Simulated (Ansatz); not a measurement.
Ti6O:
```
CELL_PARAMETERS angstrom
      5.05080     0.00000     0.00000
     -2.52540     4.37412     0.00000
      0.00000     0.00000     4.69244
ATOMIC_POSITIONS crystal
  Ti 0.66859 0.66859 0.25956
  Ti 0.33141 0.33141 0.74044
  Ti 0.33141 0.00000 0.25956
  Ti 0.66859 0.00000 0.74044
  Ti 0.00000 0.33141 0.25956
  Ti 0.00000 0.66859 0.74044
  O  0.00000 0.00000 0.00000
```

Relaxed with PBEsol. Special points in fractions of this cell's reciprocal vectors: Γ (0.000, 0.000, 0.000); M (0.500, 0.000, 0.000); K (0.333, 0.333, 0.000); A (0.000, 0.000, 0.500); L (0.500, 0.000, 0.500); H (0.333, 0.333, 0.500); H2 (0.333, 0.333, -0.500).

Q: List the band energies nearest the Fermi level at these points for PBEsol (plane waves, PAW; program Ansatz).

A: In eV from the Fermi level; about four levels below and three above (degenerate sets whole), none deeper than 8.9 eV; points with the same levels are listed once.

```
k                          below                above
-  -----------------------------  -------------------
Γ  -1.40 -1.40 -1.15 -0.97 -0.97       0.00 0.19 0.19
M        -1.09 -1.08 -0.58 -0.27       0.51 0.68 0.77
K  -1.34 -1.34 -0.89 -0.36 -0.36       0.74 0.74 0.80
A  -0.48 -0.48 -0.40 -0.26 -0.26       0.25 0.25 0.50
L        -0.65 -0.46 -0.40 -0.22       0.20 0.65 0.93
H        -0.70 -0.70 -0.45 -0.14  0.68 0.68 1.11 1.11
```

Space group P-31m. The workflow started from a Materials Project entry (that database holds measured and hypothetical structures alike); the Crystallography Open Database files this formula in space group No. 162, but the cells were not matched. Its standing as an ambient phase is unchecked. The cell was relaxed with PBEsol under the symmetry of its start; its stability against distortions is not shown here. No spin polarisation was allowed. Without spin polarisation and U, an open-shell compound can come out a false metal.

Potentials: the later of the program's two PAW sets.
